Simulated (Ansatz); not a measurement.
AlOs (CsCl type, Pm-3m), DFT-LDA in the program Ansatz with PAW potentials, all energies at zero smearing, with the estimated change up to a 700 eV cutoff added, with one set of potentials and settings (totals compare only within such a set). Cell of 2 atoms (1 Al, 1 Os): -11632.133 eV.

| element | reference phase | E (eV/atom) |
|---|---|---|
| Al | Fm-3m, 1 atoms in the cell | -512.8755 |
| Os | P6_3/mmc, 2 atoms in the cell | -11118.4911 |

Formation energy per atom, worked out: (-11632.133 − 1×(-512.8755) − 1×(-11118.4911))/2 = -0.383 eV/atom (-37 kJ per mol of atoms), at 0 K, without zero-point energy or fitted corrections.

The first step of the workflow began from a Materials Project structure, measured or hypothetical; the Crystallography Open Database copy checked does not list it. With Al and Os taken as one species the cell has the higher symmetry Im-3m, so it may be an ordered model of a mixed-site phase. Its standing as an ambient phase is unchecked. Symmetry was held in the LDA relaxation; of distortions, only those at the zone centre were tested. No spin polarisation was allowed. The references are the lowest solids computed at this level, not always the standard phases. Spin–orbit coupling is left out wherever it is not named.

Potentials: the later of the program's two PAW sets.
